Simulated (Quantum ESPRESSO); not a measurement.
## Hf3AlZrRu2Ta (one run as intended and one with a planted mistake)

A calculation, not a measurement. The program is pw.x of Quantum ESPRESSO 7.5 (plane-wave density functional theory). The cell is made up: eight metal atoms on a hexagonal close-packed lattice, with elements, volume, strain and displacements drawn at random and not relaxed, so it may be unstable or far from any real phase. PseudoDojo standard norm-conserving files set the functional (PBE unless stated); there is no spin polarisation or spin-orbit coupling, the Fermi-Dirac width of 0.25 eV means electrons at about 2900 K, and the masses in the input are unused placeholders. Heavy elements are run without spin-orbit coupling, which real alloys of them have. A spin test at this wide smearing found no moment, but such smearing suppresses magnetism that the real alloy may have.

Intended input:

```
&control calculation='scf', pseudo_dir='./dojo.nc.sr.pbe.v0_5.standard.upf', outdir='./o', disk_io='minimal', tprnfor=.true., tstress=.true. /
&system ibrav=0, nat=8, ntyp=5, nbnd=65, ecutwfc=84.00895049, nosym=.true., tot_charge=0,
 occupations='smearing', smearing='fd', degauss=0.0183746611
/
&electrons conv_thr=1.470e-08, electron_maxstep=70, mixing_beta=0.5 /
ATOMIC_SPECIES
Al 1.0 Al.upf
Hf 1.0 Hf.upf
Ru 1.0 Ru.upf
Ta 1.0 Ta.upf
Zr 1.0 Zr.upf
CELL_PARAMETERS angstrom
-2.9666 -0.0074 -0.0353
-0.0425 5.0438 -4.7101
-0.0683 -5.079 -4.7488
ATOMIC_POSITIONS angstrom
Hf -0.0795 -0.0762 -0.0192
Al -0.1908 1.6462 -2.3539
Zr -0.0128 -0.12 -4.7241
Ru -0.1128 1.7233 -7.0586
Ru -1.4737 -0.8494 -2.3845
Hf -1.539 -2.6644 -4.7984
Hf -1.6811 -0.8549 -7.1085
Ta -1.5269 2.37 -4.653
K_POINTS automatic
8 4 4 1 1 1
```

The log is shortened where brackets say so; the opening notice, blank lines, dates and the lines on written files are dropped, and the path of the files is cut. It prints rydbergs, bohrs and kilobars, and counts compression as positive stress. Its total energy is the free energy E - TS of the whole cell.

Log of the intended run:

```
     Program PWSCF v.7.5
     Parallel version (MPI & OpenMP), running on       4 processor cores
     Number of MPI processes:                 4
     Threads/MPI process:                     1
     [start-up lines left out]
     bravais-lattice index     =            0
     lattice parameter (alat)  =       5.6065  a.u.
     unit-cell volume          =     958.2912 (a.u.)^3
     number of atoms/cell      =            8
     number of atomic types    =            5
     number of electrons       =        96.00
     number of Kohn-Sham states=           65
     kinetic-energy cutoff     =      84.0090  Ry
     charge density cutoff     =     336.0358  Ry
     scf convergence threshold =      1.5E-08
     mixing beta               =       0.5000
     number of iterations used =            8  plain     mixing
     Exchange-correlation= PBE
                           (   1   4   3   4   0   0   0)
     [axes and pseudopotential details left out]
   Cartesian axes
     site n.     atom                  positions (alat units)
         1        Hf     tau(   1) = (  -0.0267964  -0.0256841  -0.0064716  )
         2        Al     tau(   2) = (  -0.0643113   0.5548703  -0.7934086  )
         3        Zr     tau(   3) = (  -0.0043144  -0.0404474  -1.5923114  )
         4        Ru     tau(   4) = (  -0.0380205   0.5808578  -2.3791810  )
         5        Ru     tau(   5) = (  -0.4967273  -0.2862999  -0.8037227  )
         6        Hf     tau(   6) = (  -0.5187374  -0.8980662  -1.6173550  )
         7        Hf     tau(   7) = (  -0.5666338  -0.2881537  -2.3960004  )
         8        Ta     tau(   8) = (  -0.5146589   0.7988353  -1.5683463  )
     number of k points=    64  Fermi-Dirac smearing, width (Ry)=  0.0184
                       cart. coord. in units 2pi/alat
        k(    1) = (  -0.0615813   0.0004540  -0.0776938), wk =   0.0312500
        k(    2) = (  -0.0604693  -0.0725208  -0.1558487), wk =   0.0312500
     [further k points left out]
     Dense  grid:    99705 G-vectors     FFT dimensions: (  36,  80,  80)
     Estimated max dynamical RAM per process >     385.62 MB
     Estimated total dynamical RAM >       1.44 GB
     Initial potential from superposition of free atoms
     starting charge      95.9872, renormalised to      96.0000
     Starting wfcs are   74 randomized atomic wfcs
     total cpu time spent up to now is        8.5 secs
     per-process dynamical memory:   309.6 Mb
     Self-consistent Calculation
     iteration #  1     ecut=    84.01 Ry     beta= 0.50
     Davidson diagonalization with overlap
     ethr =  1.00E-02,  avg # of iterations =  2.4
     total cpu time spent up to now is       26.6 secs
     total energy              =    -976.06809750 Ry
     estimated scf accuracy    <       4.44486028 Ry
     iteration #  2     ecut=    84.01 Ry     beta= 0.50
     Davidson diagonalization with overlap
     ethr =  4.63E-03,  avg # of iterations =  3.0
     total cpu time spent up to now is       47.6 secs
     total energy              =    -976.47313618 Ry
     estimated scf accuracy    <      43.69873852 Ry
     [iterations 3 to 19 left out]
     iteration # 20     ecut=    84.01 Ry     beta= 0.50
     Davidson diagonalization with overlap
     ethr =  3.18E-11,  avg # of iterations =  2.0
     total cpu time spent up to now is      355.4 secs
     total energy              =    -978.90462934 Ry
     estimated scf accuracy    <       0.00000003 Ry
     iteration # 21     ecut=    84.01 Ry     beta= 0.50
     Davidson diagonalization with overlap
     ethr =  2.77E-11,  avg # of iterations =  1.0
     total cpu time spent up to now is      370.8 secs
     End of self-consistent calculation
     [lines on levels left out]
!    total energy              =    -978.90462935 Ry
     estimated scf accuracy    <          2.3E-09 Ry
     smearing contrib. (-TS)   =      -0.13031919 Ry
     internal energy E=F+TS    =    -978.77431016 Ry
     The total energy is F=E-TS. E is the sum of the following terms:
     one-electron contribution =    -256.89385728 Ry
     hartree contribution      =     175.30563439 Ry
     xc contribution           =    -206.10498257 Ry
     ewald contribution        =    -691.08110470 Ry
     convergence has been achieved in  21 iterations
     Forces acting on atoms (cartesian axes, Ry/au):
     atom    1 type  2   force =     0.00925629   -0.03855482   -0.05532211
     atom    2 type  1   force =     0.02573367   -0.03713614   -0.01668986
     atom    3 type  5   force =    -0.01417783    0.02028856    0.06672047
     atom    4 type  3   force =     0.00277434    0.02264302    0.00808622
     atom    5 type  3   force =    -0.00550002   -0.00500690    0.01509505
     atom    6 type  2   force =    -0.01317574   -0.00718209    0.06114987
     atom    7 type  2   force =    -0.00334859    0.03125406   -0.02238264
     atom    8 type  4   force =    -0.00156213    0.01369432   -0.05665701
     Total force =     0.147442     Total SCF correction =     0.000227
     Computing stress (Cartesian axis) and pressure
          total   stress  (Ry/bohr**3)                   (kbar)     P=       78.45
   0.00072542  -0.00012902  -0.00006636          106.71      -18.98       -9.76
  -0.00012902   0.00043143  -0.00004029          -18.98       63.47       -5.93
  -0.00006636  -0.00004029   0.00044310           -9.76       -5.93       65.18
     init_run     :      7.93s CPU      8.21s WALL (       1 calls)
     electrons    :    361.25s CPU    362.32s WALL (       1 calls)
     forces       :      3.37s CPU      3.39s WALL (       1 calls)
     stress       :     13.13s CPU     13.40s WALL (       1 calls)
     [timing details left out]
     PWSCF        :   6m26.08s CPU   6m27.77s WALL
     JOB DONE.
```

A second run has one planted mistake: two atoms have their elements exchanged. The input lines that differ:

```
- Ru -1.4737 -0.8494 -2.3845
- Hf -1.539 -2.6644 -4.7984
+ Hf -1.4737 -0.8494 -2.3845
+ Ru -1.539 -2.6644 -4.7984
```

Its log:

```
     Program PWSCF v.7.5
     Parallel version (MPI & OpenMP), running on       4 processor cores
     Number of MPI processes:                 4
     Threads/MPI process:                     1
     [start-up lines left out]
     bravais-lattice index     =            0
     lattice parameter (alat)  =       5.6065  a.u.
     unit-cell volume          =     958.2912 (a.u.)^3
     number of atoms/cell      =            8
     number of atomic types    =            5
     number of electrons       =        96.00
     number of Kohn-Sham states=           65
     kinetic-energy cutoff     =      84.0090  Ry
     charge density cutoff     =     336.0358  Ry
     scf convergence threshold =      1.5E-08
     mixing beta               =       0.5000
     number of iterations used =            8  plain     mixing
     Exchange-correlation= PBE
                           (   1   4   3   4   0   0   0)
     [axes and pseudopotential details left out]
   Cartesian axes
     site n.     atom                  positions (alat units)
         1        Hf     tau(   1) = (  -0.0267964  -0.0256841  -0.0064716  )
         2        Al     tau(   2) = (  -0.0643113   0.5548703  -0.7934086  )
         3        Zr     tau(   3) = (  -0.0043144  -0.0404474  -1.5923114  )
         4        Ru     tau(   4) = (  -0.0380205   0.5808578  -2.3791810  )
         5        Hf     tau(   5) = (  -0.4967273  -0.2862999  -0.8037227  )
         6        Ru     tau(   6) = (  -0.5187374  -0.8980662  -1.6173550  )
         7        Hf     tau(   7) = (  -0.5666338  -0.2881537  -2.3960004  )
         8        Ta     tau(   8) = (  -0.5146589   0.7988353  -1.5683463  )
     number of k points=    64  Fermi-Dirac smearing, width (Ry)=  0.0184
                       cart. coord. in units 2pi/alat
        k(    1) = (  -0.0615813   0.0004540  -0.0776938), wk =   0.0312500
        k(    2) = (  -0.0604693  -0.0725208  -0.1558487), wk =   0.0312500
     [further k points left out]
     Dense  grid:    99705 G-vectors     FFT dimensions: (  36,  80,  80)
     Estimated max dynamical RAM per process >     385.62 MB
     Estimated total dynamical RAM >       1.44 GB
     Initial potential from superposition of free atoms
     starting charge      95.9872, renormalised to      96.0000
     Starting wfcs are   74 randomized atomic wfcs
     total cpu time spent up to now is        9.3 secs
     per-process dynamical memory:   309.6 Mb
     Self-consistent Calculation
     iteration #  1     ecut=    84.01 Ry     beta= 0.50
     Davidson diagonalization with overlap
     ethr =  1.00E-02,  avg # of iterations =  2.4
     total cpu time spent up to now is       30.3 secs
     total energy              =    -976.26442191 Ry
     estimated scf accuracy    <       4.17163309 Ry
     iteration #  2     ecut=    84.01 Ry     beta= 0.50
     Davidson diagonalization with overlap
     ethr =  4.35E-03,  avg # of iterations =  3.0
     total cpu time spent up to now is       52.8 secs
     total energy              =    -976.40836189 Ry
     estimated scf accuracy    <      42.69140572 Ry
     [iterations 3 to 18 left out]
     iteration # 19     ecut=    84.01 Ry     beta= 0.50
     Davidson diagonalization with overlap
     ethr =  1.00E-09,  avg # of iterations =  1.0
     total cpu time spent up to now is      351.4 secs
     total energy              =    -978.91949330 Ry
     estimated scf accuracy    <       0.00000002 Ry
     iteration # 20     ecut=    84.01 Ry     beta= 0.50
     Davidson diagonalization with overlap
     ethr =  2.50E-11,  avg # of iterations =  4.2
     total cpu time spent up to now is      369.7 secs
     End of self-consistent calculation
     [lines on levels left out]
!    total energy              =    -978.91949330 Ry
     estimated scf accuracy    <          7.7E-10 Ry
     smearing contrib. (-TS)   =      -0.12130030 Ry
     internal energy E=F+TS    =    -978.79819300 Ry
     The total energy is F=E-TS. E is the sum of the following terms:
     one-electron contribution =    -254.38237607 Ry
     hartree contribution      =     174.06555752 Ry
     xc contribution           =    -206.11422706 Ry
     ewald contribution        =    -692.36714739 Ry
     convergence has been achieved in  20 iterations
     Forces acting on atoms (cartesian axes, Ry/au):
     atom    1 type  2   force =     0.00845605    0.05715159    0.01303206
     atom    2 type  1   force =     0.02223200    0.02125662    0.03079277
     atom    3 type  5   force =    -0.00787092   -0.02944725    0.00358295
     atom    4 type  3   force =    -0.00070913   -0.00077662   -0.01546121
     atom    5 type  2   force =    -0.01850795   -0.05224553   -0.02101525
     atom    6 type  3   force =    -0.00224444   -0.00349877   -0.00108551
     atom    7 type  2   force =     0.00099181    0.00487313    0.01627864
     atom    8 type  4   force =    -0.00234741    0.00268684   -0.02612444
     Total force =     0.105362     Total SCF correction =     0.000117
     Computing stress (Cartesian axis) and pressure
          total   stress  (Ry/bohr**3)                   (kbar)     P=       76.37
   0.00080762   0.00001652  -0.00001512          118.81        2.43       -2.22
   0.00001652  -0.00004932  -0.00014112            2.43       -7.25      -20.76
  -0.00001512  -0.00014112   0.00079916           -2.22      -20.76      117.56
     init_run     :      8.71s CPU      9.10s WALL (       1 calls)
     electrons    :    359.12s CPU    360.44s WALL (       1 calls)
     forces       :      3.38s CPU      3.40s WALL (       1 calls)
     stress       :     11.81s CPU     12.07s WALL (       1 calls)
     [timing details left out]
     PWSCF        :   6m23.22s CPU   6m25.25s WALL
     JOB DONE.
```

|  | intended run | run with the mistake |
| --- | --- | --- |
| free energy (eV) | -13318.676 | -13318.878 |
| entropy term -TS, part of it (eV) | -1.773 | -1.650 |
| pressure (GPa) | 7.85 | 7.64 |
| size of the largest force component (eV/Å) | 1.715 | 1.469 |
| largest change of a force component (eV/Å) |  | 2.461 |
| iterations | 21 | 20 |

For scale, a rerun of the intended cell at a higher cutoff and on a denser mesh moved values by no more than 0.006 eV in energy, 0.12 GPa in stress and 0.005 eV/Å in force, and a second program with other atomic files agreed on that cell to 2 % rms in force and 0.5 GPa in pressure.